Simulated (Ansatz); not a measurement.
SrScO2F:
```
CELL_PARAMETERS angstrom
      4.11029     0.00000     0.00000
      0.00000     4.11029     0.00000
      0.00000     0.00000     4.04854
ATOMIC_POSITIONS crystal
  Sr 0.50000 0.50000 0.50000
  Sc 0.00000 0.00000 0.00000
  O  0.50000 0.00000 0.00000
  O  0.00000 0.50000 0.00000
  F  0.00000 0.00000 0.50000
```

Relaxed with r²SCAN. Special points in fractions of this cell's reciprocal vectors: Γ (0.000, 0.000, 0.000); X (0.000, 0.500, 0.000); M (0.500, 0.500, 0.000); Z (0.000, 0.000, 0.500); R (0.000, 0.500, 0.500); A (0.500, 0.500, 0.500).

Problem. List the band energies nearest the valence-band maximum at these points for r²SCAN in the plane-wave PAW code Ansatz.

Solution. In eV from the valence-band maximum; about four levels below and three above (degenerate sets whole), none deeper than 8.9 eV; points with the same levels are listed once.

```
k                          below           above
-  -----------------------------  --------------
Γ        -1.57 -1.18 -0.43 -0.43  3.84 3.84 3.91
X        -1.97 -1.83 -1.77 -1.12  4.19 5.46 5.69
M        -3.12 -2.43 -2.43 -0.10  5.51 5.71 5.71
Z  -2.30 -2.30 -1.99 -0.52 -0.52  4.50 5.04 5.04
R        -1.96 -1.74 -1.44 -1.20  4.81 5.98 6.08
A         -3.10 -1.63 -1.63 0.00  5.33 6.26 6.26
```

Space group P4/mmm. The start of the workflow was typed in or built on a structure type; neither database checked (COD, Materials Project) lists it. Whether it is the stable phase at ambient conditions was not checked. The cell was relaxed with r²SCAN under the symmetry of its start; its stability against distortions is not shown here. The run is not spin-polarised. The volume moved by -16 % from the start of the relaxation. Spin–orbit coupling is left out wherever it is not named.

Potentials: the earlier of the program's two PAW sets.
